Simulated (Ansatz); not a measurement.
How far is PAW off for ScPt?

```
CELL_PARAMETERS angstrom
3.27000 0.00000 0.00000
0.00000 3.27000 0.00000
0.00000 0.00000 3.27000
ATOMIC_POSITIONS crystal
Sc 0.50000 0.50000 0.50000
Pt 0.00000 0.00000 0.00000
```

Atoms are numbered in the order listed.

The conventional cell has a = 3.270 Å, b = 3.270 Å, c = 3.270 Å, α = 90.00°, β = 90.00°, γ = 90.00°. Sc (atom 1) is surrounded by 8 Pt at 2.83 Å. Pt (atom 2) has 8 Sc at 2.83 Å as nearest neighbours.

The cell comes from COD entry 1537628, which wasn't checked; take it as a given geometry.

Spin polarisation is left out, and whether a magnetic state lies lower isn't shown here.

Spin–orbit coupling is left out, though it moves levels of the heavy atoms by tenths of an eV or more.

Methods: DFT, LDA, PAW with Ansatz's default frozen-core files, scalar-relativistic (Ansatz 0.2.0); DFT, LDA, all-electron PAW with datasets made for the crystal, scalar-relativistic (Ansatz 0.2.0); DFT, LDA, all-electron LAPW, scalar-relativistic (Ansatz 0.2.0).

For PAW: a Γ-centred 10×10×10 k mesh, Fermi–Dirac smearing of 0.05 eV, cutoff 420 eV, no spin polarisation; the PAW files were made with PBE, and the program remakes their frozen cores for this functional. The crystal-made all-electron datasets (AE datasets) take a cutoff of 260 eV at this cell. LAPW targets a basis error of 0.25 meV/atom. The Ansatz runs share mesh, smearing and spin set-up. Plane-wave (PAW) pressures include the program's estimate of the Pulay term.

Stress and pressure are positive in compression.

Levels count from the Fermi level.

```tsv
quantity	PAW	AE datasets	LAPW
pressure (GPa)	-5.44	-5.41	-5.42
highest filled level at M (eV)	-0.847	-0.846	-0.846
lowest empty level at M (eV)	0.306	0.307	0.307
highest filled level at R (eV)	-1.432	-1.434	-1.434
lowest empty level at R (eV)	2.963	2.958	2.958
```

PAW's pressure differs from the LAPW value by -0.02 GPa.
